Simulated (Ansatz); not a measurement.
Values for one crystal, relaxed and computed with the program Ansatz at the r²SCAN level (PAW); other levels are named.

| Quantity | Value |
|---|---|
| Volume per atom | 26.28 Å³ |
| Band gap | 1.97 eV (indirect) |
| Smallest direct gap on the standard path | 2.11 eV |
| Conduction-band minimum | on the S0–Γ line, 10 % of the way from S0 (k = 0.250, -0.250, 0.250 in fractions of the reciprocal vectors) (4 equivalent valleys) |
| Valence-band maximum | at X |
| Formation energy from the elements (no fitted shifts) | -1.29 eV/atom |

Task: Which compound is it?
A. CsI, CsCl type
B. BaCu2S2, I4/mmm (Ba on 2a, Cu on 4d, S on 4e)
C. MgO, rock salt
D. Cs2NiO2, I4/mmm (Cs on 4e, Ni on 2a, O on 4e)

Result: D, Cs2NiO2, I4/mmm (Cs on 4e, Ni on 2a, O on 4e)

The first step of the workflow began from a Materials Project structure, measured or hypothetical; the Crystallography Open Database copy checked does not list it. Whether it is the stable phase at ambient conditions was not checked. The cell was relaxed with r²SCAN under the symmetry of its start; whether a distortion lowers the energy is not shown. Spin order of the final state: ferromagnetic, the only order run, not a proven ground state. The cell computed holds one magnetic atom, so no antiferromagnetic order was within reach. Other orbital occupations within this spin state were not tried. No Hubbard U is applied. The references are the lowest solids computed at this level, not always the standard phases (solids in place of the gases). Spin–orbit coupling is left out wherever it is not named.

Potentials: the later of the program's two PAW sets.
